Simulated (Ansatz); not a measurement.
Relaxed-ion elastic tensor of MoPd (L1₀ or tetragonal B2, space group No. 123) in GPa (Voigt order), r²SCAN in the plane-wave PAW code Ansatz; density 11.21 g/cm³, 14.98 Å³ per atom.

```
 495  77.3   175   0.0   0.0   0.0
77.3   495   175   0.0   0.0   0.0
 175   175   376   0.0   0.0   0.0
 0.0   0.0   0.0   144   0.0   0.0
 0.0   0.0   0.0   0.0   144   0.0
 0.0   0.0   0.0   0.0   0.0  35.5
```

Question: Is the crystal mechanically stable?

Answer: Yes: the smallest eigenvalue of C is 35.5 GPa.

Question: Work out the Voigt, Reuss and Hill averages.

Answer: K_V = 247, K_R = 247, K_H = 247; G_V = 127, G_R = 88.5, G_H = 108 GPa.

Question: Give Young's modulus, Poisson's ratio, Pugh's ratio and the universal anisotropy index.

Answer: E = 9KG/(3K + G) = 283 GPa; ν = 0.31; K/G = 2.28 (ductile by the Pugh limit of 1.75); A_U = 5G_V/G_R + K_V/K_R − 6 = 2.20.

Question: Estimate the sound speeds and the Debye temperature.

Answer: v_l = √((K + 4G/3)/ρ) = 5900 m/s, v_t = √(G/ρ) = 3100 m/s, mean 3470 m/s; Θ = (h/k)(3n/4πV)^(1/3) v_m = 419 K.

Question: How much does each axis shrink under pressure?

Answer: Linear compressibilities β_i = Σ_j S_ij (j = 1 to 3): x 1.3, y 1.3, z 1.4 per TPa.

Space group P4/mmm (L1₀ or tetragonal B2). The start of the workflow was typed in or built on a structure type; neither database checked (COD, Materials Project) lists it. Whether it is the stable phase at ambient conditions was not checked. The r²SCAN relaxation kept the symmetry of its start; its stability against distortions is not shown here. The run is not spin-polarised. As this level gives no gap, shear constants depend on the k-mesh and smearing (Fermi–Dirac, 0.1 eV here).

Potentials: the later of the program's two PAW sets.
